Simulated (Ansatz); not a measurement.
CsCaBr₃ (cubic perovskite, space group No. 221), r²SCAN in the plane-wave PAW code Ansatz. The conduction-band minimum lies at Γ, with 1 equivalent valley. Second derivatives d²E/dk² of the lowest band at one valley (eV·Å²), along Cartesian directions:

```
direction  d²E/dk²
---------  -------
[100]        22.16
[010]        22.16
[001]        22.16
[110]        22.15
[101]        22.15
[011]        22.15
```

Find the principal effective masses, the density-of-states mass and the conductivity mass.

Off-diagonal terms follow from H_xy = H[110] − (H_xx + H_yy)/2, and m*/mₑ = 7.620 eV·Å² over each eigenvalue: 0.34, 0.34, 0.34. One valley's DOS mass (m₁m₂m₃)^(1/3) = 0.34, conductivity mass 3/(Σ 1/mᵢ) = 0.34 mₑ.

What effective density of states Nc follows at 300 K for parabolic valleys?

Nc = 2.509e19 × 1 × (0.34)^(3/2) ≈ 5.0e18 cm⁻³.

With the computed static dielectric constant 10.3 (mean of the diagonal), estimate a hydrogenic donor's binding energy and radius.

E = 13.606 eV × 0.34/10.3² ≈ 44 meV; a = 0.529 Å × ε/m* ≈ 16 Å. Semilocal masses tend to be too small where the gap is.

Space group Pm-3m (cubic perovskite). The workflow started from a Materials Project entry (that database holds measured and hypothetical structures alike); the Crystallography Open Database copy checked does not list it. Its standing as an ambient phase is unchecked. The r²SCAN relaxation kept the symmetry of its start; phonons on a q-mesh show weakly imaginary modes. Spin–orbit coupling is left out wherever it is not named.

Potentials: the later of the program's two PAW sets.
